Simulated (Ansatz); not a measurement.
## One compound in many structure types

Relaxing one composition in several structure types shows which are competitive, which pressure would favour, and how volume and gap change with structure.

The reference row is NbP, I4₁md tI8. The reference is the lowest phase computed, which need not be the stable form in nature.

Data:

Methods, by column (Ansatz, a plane-wave PAW program): energy: r²SCAN, total energy at 0 K with the change to a 700 eV cutoff added (comparable within one formula alone); volume per atom: r²SCAN, relaxed cell; gap: r²SCAN; bulk modulus: r²SCAN, equation-of-state fit.

Working rules: ΔE = E − E_ref; ΔV = V − V_ref; temperature scale ΔE/k_B = 11.605 K/meV × ΔE.

```tsv
crystal	E (eV/atom)	V (Å³/atom)	gap (eV)	B₀ (GPa)	ΔE (meV/atom)	ΔV (Å³/atom)	ΔE/k_B (K)
NbP, CoSn type, P6/mmm	−2661.927	18.00	0.00	160	579.0	2.04	6700
NbP, WC type, P-6m2	−2662.496	16.02	0.00	187	10.0	0.06	120
NbP, I4₁md tI8, reference	−2662.506	15.96	0.00	193	0.0	0.00	0
NbP, CsCl type	−2662.083	15.00	0.00	195	423.0	−0.96	4900
```

Started from generated or typed cells, with no claim that the phase is known: NbP, CoSn type, P6/mmm; NbP, WC type, P-6m2; NbP, CsCl type. Runs started from generated or typed cells of the structure named: NbP, I4₁md tI8. No gap (0.00) means none at this level, which can close a small real gap. Spin–orbit coupling is left out unless named.

Worked example:

The steps for NbP, CsCl type:

ΔE = 1000 × (−2662.083 − (−2662.506)) = 423.0 meV/atom; ΔV = 15.00 − 15.96 = −0.96 Å³/atom; ΔE/k_B: 11.605 × 423.0 = 4900 K.

Result:

In order of ΔE, lowest first: NbP, I4₁md tI8 (0.0 ± 5.0), NbP, WC type, P-6m2 (10.0 ± 5.0), NbP, CsCl type (423.0 ± 5.0), NbP, CoSn type, P6/mmm (579.0 ± 5.0). The ± follows from allowances picked for this note (energy 0.004 eV/atom, 3 meV/atom on the figure itself), carried to first order and added in quadrature, each row's own inputs moving alone; ≈ joins neighbours closer than their two ± added in quadrature.

Wanted are low ΔE and low volume per atom; no other row betters these on both counts: NbP, I4₁md tI8 (0.0, 15.96); NbP, CsCl type (423.0, 15.00). The reference is on the front.

Denser than the reference, so favoured by pressure; with fixed volumes the enthalpies cross at P ≈ 0.1602 ΔE/|ΔV|: NbP, CsCl type 0.1602 × 423.0/0.96 = 71 GPa. Each is against the reference alone, so another phase may come first, and differences in compressibility move them.

Caveats:

Vibrational free energy is left out, and phases that were not computed could lie lower. Rows are a sample of the computed phases of this formula. Limits of the draw: a spread of over 30 meV/atom, none over 0.9 eV/atom above the reference, within 8 meV/atom of the lowest or within 3 meV/atom of a neighbour. As a rule kept out of such tables: 4f compounds, open-shell compounds run without a Hubbard term, cells found unstable in the tests at hand, cells close to a higher symmetry, and runs set to a pressure or over 12 % in volume from the crystal's fullest run.
